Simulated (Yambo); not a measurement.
Yambo input for CsBr (CsCl type, space group Pm-3m, No. 221) (a = 4.2392 Å, b = 4.2392 Å, c = 4.2392 Å, α = 90.00°, β = 90.00°, γ = 90.00°), on PBEsol (Quantum ESPRESSO, PseudoDojo norm-conserving, 50 Ry, with spin-orbit coupling) wavefunctions on a 4×4×4 mesh:

```
optics
chi
dipoles
kernel
FFTGvecs= 40 Ry
Chimod= "HARTREE"
NGsBlkXd= 4 Ry
% QpntsRXd
 1 | 1 |
%
% BndsRnXd
 1 | 110 |
%
GrFnTpXd= "R"
% EnRngeXd
 0.0 | 20.0 | eV
%
% DmRngeXd
 0.2 | 0.2 | eV
%
CGrdSpXd= 50
ETStpsXd= 161
% LongDrXd
 1.0 | 0.0 | 0.0 |
%
% XfnQP_E
 2.237 | 1.0 | 1.0 |
%
```

First lines of the file o-*.eps_q1_inv_rpa_dyson:

```
Absorption @ Q(1):   1.00000000     0.00000000     0.00000000    [q->0 direction]
#
# [ X ] Hartree size     :   93
# [GEN] GF Energies     : Perdew, Burke & Ernzerhof SOL(X)+Perdew, Burke & Ernzerhof SOL(C)+ user defined corrections @E
# [GEN] Green`s Function     : Retarded
#
# [GEN] Gauge     : Length
# [GEN] [r,Vnl] included     : yes
#
#    E[1] [eV]     Im(eps)     Re(eps)     Im(eps_o)     Re(eps_o)
#
     0.000000     -0.297281E-7     2.634429     0.14998E-17     3.046648
     0.125000     0.678681E-3     2.634641     0.890788E-3     3.046926
     0.250000     0.001359     2.635276     0.001783     3.047760
     0.375000     0.002042     2.636337     0.002680     3.049152
     0.500000     0.002729     2.637825     0.003582     3.051105
     0.625000     0.003423     2.639744     0.004492     3.053623
     0.750000     0.004123     2.642097     0.005412     3.056712
     0.875000     0.004833     2.644890     0.006344     3.060378
     1.000000     0.005554     2.648130     0.007289     3.064630
     1.125000     0.006287     2.651822     0.008251     3.069476
     1.250000     0.007034     2.655976     0.009232     3.074928
     1.375000     0.007797     2.660600     0.010234     3.080998
     1.500000     0.008578     2.665706     0.011260     3.087700
     1.625000     0.009380     2.671306     0.012312     3.095050
     1.750000     0.010204     2.677412     0.013394     3.103064
     1.875000     0.011054     2.684040     0.014509     3.111764
     2.000000     0.011931     2.691205     0.015661     3.121169
     2.125000     0.012839     2.698927     0.016853     3.131305
     2.250000     0.013781     2.707225     0.018089     3.142197
     2.375000     0.014760     2.716120     0.019374     3.153874
     2.500000     0.015780     2.725639     0.020713     3.166368
     2.625000     0.016846     2.735807     0.022112     3.179714
     2.750000     0.017963     2.746654     0.023577     3.193952
     2.875000     0.019134     2.758212     0.025114     3.209123
     3.000000     0.020367     2.770519     0.026732     3.225276
     3.125000     0.021669     2.783613     0.028438     3.242462
     3.250000     0.023045     2.797539     0.030243     3.260738
     3.375000     0.024506     2.812347     0.032157     3.280171
     3.500000     0.026061     2.828091     0.034194     3.300830
     3.625000     0.027721     2.844833     0.036368     3.322795
     3.750000     0.029500     2.862640     0.038695     3.346157
     3.875000     0.031412     2.881592     0.041195     3.371014
     4.000000     0.033476     2.901774     0.043892     3.397481
```
(The file goes on to the top of the energy range.) Convergence of the RPA response with its 4×4×4 mesh was not tested. The scissor comes from a G0W0 run whose convergence isn't established.

Geometry relaxed with PBEsol.
